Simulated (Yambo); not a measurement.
Material: RbBr (rock salt, space group Fm-3m, No. 225) under isotropic strain of +1 % on all lattice vectors; a = b = c = 4.8873 Å, α = β = γ = 60.00° (2 atoms in the cell). The PBEsol cell relaxed from Materials Project entry mp-22867 was given an isotropic strain of +1 % on all lattice vectors, and the atoms were relaxed again.

With norm-conserving PBEsol (Quantum ESPRESSO, 46 Ry, without SOC), the gap between the mesh's edge points (Γ → Γ) is 4.158 eV.

Problem. What does a G0W0 run in Yambo give for it (4×4×4 Γ-centred k mesh, 145 bands and a 8 Ry block in the screening, 145 bands in G with the Bruneval-Gonze terminator, plasmon pole fitted at 27.2 eV)?

Solution. The correction is 2.596 eV, giving 6.754 eV, 1.6 times the PBEsol value.  Convergence of the G0W0 settings was not tested. Spin-orbit splittings are left out.
